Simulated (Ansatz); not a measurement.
Relaxed LiH (rock salt):

```
LiH
1.0
    0.00000     4.00543     4.00543
    2.00271     2.00271     4.00543
    2.00271     2.00271     0.00000
H Li
2 2
Direct
  0.00000   0.00000   0.00000
  0.50000   0.00000   0.00000
  0.00000   0.50000   0.50000
  0.50000   0.50000   0.50000
```

The atoms are displaced by Q × the pattern below (from a DFPT mode at X = (0.5, 0.5, 0.0), largest move 1; Q in Å), at fixed cell. It is one choice among 2 degenerate patterns. (q is in reciprocal vectors of the primitive cell; the cell shown is doubled to hold the pattern.)

```
atom      x       y      z
----  -----  ------  -----
H1    0.000   1.000  0.000
H2    0.000  -1.000  0.000
Li3   0.000   0.024  0.000
Li4   0.000  -0.024  0.000
```

The numbers are results of r2SCAN (plane waves to 500 eV, PAW, scalar-relativistic; Ansatz, an electronic-structure program), not measurements. k mesh 14×14×14 (Γ-centred), Fermi-Dirac smearing 0.05 eV. LiH was relaxed with its symmetry unable to fall. 

```csv
Q (Å),−dE/dQ from forces (eV/Å)
-0.180,1.053
-0.150,0.853
-0.120,0.667
-0.090,0.491
-0.060,0.323
-0.030,0.160
0.000,0.000
0.030,-0.160
0.060,-0.323
0.090,-0.491
0.120,-0.667
0.150,-0.853
0.180,-1.053
```

Task: What harmonic wavenumber does the curvature at Q = 0 give?

Result: 846 cm⁻¹. E″ = 5.32 eV/Å², M = Σ mᵢ|uᵢ|² = 2.0 u, ν̃ = 521.5·√(|E″|/M).

(For displaced atoms, the force is minus the slope of the energy, and its curvature is a force constant, which sets phonon frequencies.)
